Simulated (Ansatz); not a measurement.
ZrOs:
```
ZrOs
1.0
    3.24709     0.00000     0.00000
    0.00000     3.24709     0.00000
    0.00000     0.00000     3.24709
Zr Os
1 1
Direct
  0.50000   0.50000   0.50000
  0.00000   0.00000   0.00000
```

Relaxed with PBEsol. Special points in fractions of this cell's reciprocal vectors: Γ (0.000, 0.000, 0.000); X (0.000, 0.500, 0.000); M (0.500, 0.500, 0.000); R (0.500, 0.500, 0.500).

Task: List the band energies nearest the Fermi level at these points for the program Ansatz at the PBEsol level (PAW).

Result: In eV from the Fermi level; about four levels below and three above (degenerate sets whole), none deeper than 8.9 eV; points with the same levels are listed once.

```json
[
 {"k": "Γ", "below": "-5.32 -5.32 -1.62 -1.62 -1.62", "above": "2.16 2.16 5.31 5.31 5.31"},
 {"k": "X", "below": "-1.70 -1.70 -1.20 -0.70", "above": "0.96 0.96 1.06"},
 {"k": "M", "below": "-5.90 -5.06 -3.39 -3.39", "above": "0.51 0.60 1.25 1.25"},
 {"k": "R", "below": "-2.91 -2.91 -2.91 -2.19 -2.19 -2.19", "above": "0.61 0.61 3.96"}
]
```

Space group Pm-3m (CsCl type). The workflow started from a Materials Project entry (that database holds measured and hypothetical structures alike); the Crystallography Open Database files this formula in space group No. 221, but the cells were not matched. Whether it is the stable phase at ambient conditions was not checked. Symmetry was held in the PBEsol relaxation; of distortions, only those at the zone centre were tested. No spin polarisation was allowed. Scalar-relativistic: spin–orbit coupling is off unless named, which matters more the heavier the elements.

Potentials: the later of the program's two PAW sets.
